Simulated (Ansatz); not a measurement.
TiC:
```
CELL_PARAMETERS angstrom
      0.00000     2.14647     2.14647
      2.14647     0.00000     2.14647
      2.14647     2.14647     0.00000
ATOMIC_POSITIONS crystal
  Ti 0.00000 0.00000 0.00000
  C  0.50000 0.50000 0.50000
```

Relaxed with plane-wave PAW PBEsol (Ansatz code). Indices refer to the conventional cell of Fm-3m, a = b = c = 4.293 Å, α = β = γ = 90.00°.

Simulate the powder diffraction pattern (Cu Kα, λ = 1.54184 Å; lines above 1 %) up to 2θ = 90°.

Simulated powder pattern, Cu Kα, λ = 1.54184 Å (kinematic, ideal powder, no thermal factors, no anomalous dispersion; the 30 strongest lines at most, above 1 %, up to 2θ = 90°):

| 2θ (°) | d (Å) | I/Imax (%) | hkl |
|---|---|---|---|
| 36.24 | 2.479 | 87 | (111) |
| 42.10 | 2.146 | 100 | (200) |
| 61.05 | 1.518 | 57 | (220) |
| 73.11 | 1.294 | 30 | (311) |
| 76.94 | 1.239 | 18 | (222) |

The PBEsol relaxation kept the symmetry of its start; of distortions, only those at the zone centre were tested. No spin polarisation was allowed.

Potentials: the earlier of the program's two PAW sets.
